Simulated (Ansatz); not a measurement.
Data:

MgZn2O3:
```cif
data_MgO3Zn2
_chemical_formula_sum 'Mg1 Zn2 O3'
_space_group_name_H-M_alt 'P 1'
_space_group_IT_number 1
_cell_length_a 2.97170
_cell_length_b 2.97170
_cell_length_c 7.24111
_cell_angle_alpha 90.000
_cell_angle_beta 90.000
_cell_angle_gamma 120.000
loop_
_space_group_symop_operation_xyz
  'x, y, z'
loop_
_atom_site_label
_atom_site_type_symbol
_atom_site_fract_x
_atom_site_fract_y
_atom_site_fract_z
_atom_site_occupancy
Mg1 Mg 0.00000 0.00000 0.00000 1
Zn1 Zn 0.33333 0.66667 0.66840 1
Zn2 Zn 0.66667 0.33333 0.33160 1
O1 O 0.33333 0.66667 0.16175 1
O2 O 0.66667 0.33333 0.83825 1
O3 O 0.00000 0.00000 0.50000 1
```

This is the LDA-relaxed structure.

Q: All from DFT-LDA in the program Ansatz with PAW potentials, unless another level is named. Estimate the formation energy from the elements (no fitted shifts).

A: -185 kJ/mol-atom.

Q: Give the electron effective mass.

A: 0.26 mₑ (isotropic).

Q: Next, the weight of the valence-edge state by species (Voronoi cells)?

A: O 74 %, Zn 25 %.

Space group P-3m1. The workflow started from a Materials Project entry (that database holds measured and hypothetical structures alike); the Crystallography Open Database copy checked does not list it. With Mg and Zn taken as one species the cell has the higher symmetry Fm-3m, so it may be an ordered model of a mixed-site phase. Its standing as an ambient phase is unchecked. Symmetry was held in the LDA relaxation; phonons on a q-mesh show no instability. The references are the lowest solids computed at this level, not always the standard phases (solids in place of the gases).

Potentials: the later of the program's two PAW sets.

Edges and masses are those of Kohn–Sham bands, whose gap is no quasiparticle gap.
